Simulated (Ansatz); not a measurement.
A distorted cell of HfN (rock salt):

```yaml
crystal:
  lattice:
    - [0.00000, 4.54789, 4.54789]
    - [2.27394, 2.27394, 4.54789]
    - [2.27394, 2.27394, 0.00000]
  atoms:
    - { symbol: N, position: [0.98411, 0.01589, 0.98411] }
    - { symbol: N, position: [0.51589, 0.98411, 0.01589] }
    - { symbol: Hf, position: [0.03078, 0.46922, 0.53078] }
    - { symbol: Hf, position: [0.46922, 0.53078, 0.46922] }
```

The numbers are results of PBE (plane waves to 420 eV, PAW, scalar-relativistic; Ansatz, an electronic-structure program), not measurements. k mesh 18×18×18 (Γ-centred), Fermi-Dirac smearing 0.05 eV. Compression counts positive. With partly filled bands, energies and forces of such displacements shift with the k mesh and the smearing. HfN is run without spin polarisation. HfN was relaxed with its symmetry unable to fall. Spin-orbit coupling is left out, though Hf is heavy.

Problem. What forces act on the atoms (eV/Å, Cartesian)?

Solution. 
```csv
atom,Fx,Fy,Fz
N1,0.000,0.045,0.000
N2,0.000,-0.045,0.000
Hf3,0.000,-1.884,0.000
Hf4,0.000,1.884,0.000
```

Problem. What is the stress tensor (GPa)?

Solution. 
```
   -0.9      0.0      0.0
    0.0      3.2      0.0
    0.0      0.0      2.2
```
The pressure, a third of the trace, is 1.5 GPa.

(A displaced cell: forces are minus the slopes of the energy, force constants its curvatures, and phonons follow from these.)
